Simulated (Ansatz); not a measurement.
GaN in space group P-6m2 (No. 187; Ga on 1a, N on 1f) under volume change, DFT-PBEsol in the program Ansatz with PAW potentials, shape and atoms relaxed at each volume.

```tsv
V (Å³/atom)	E − E(relaxed) (meV/atom)	P (GPa)
9.044	57.3	22.45
9.342	24.0	13.66
9.640	[?]	[?]
9.939	0.0	-0.01
10.237	5.1	-5.29
10.535	[?]	[?]
10.833	40.6	-13.28
```

**Question.** Fill in the missing entries.

**Answer.** 
- 9.640, E − E(relaxed) (meV/atom): 5.6
- 9.640, P (GPa): 6.25
- 10.535, E − E(relaxed) (meV/atom): 19.2
- 10.535, P (GPa): -9.69

**Question.** What does a third-order Birch–Murnaghan fit give for V₀, B₀ and B′?

**Answer.** V₀ = 9.94 Å³/atom, B₀ = 190 GPa, B′ = 4.8.

The cell is a constructed one: a structure type filled with these elements; neither database checked (COD, Materials Project) lists it. It is not the phase usual at ambient conditions (space group No. 186, 216). The PBEsol relaxation kept the symmetry of its start. At this level the phase is dynamically unstable (imaginary phonons).

Potentials: the earlier of the program's two PAW sets. The files were generated under PBE; for other functionals the program regenerates the frozen cores, and for LDA and PBEsol the local potential too.
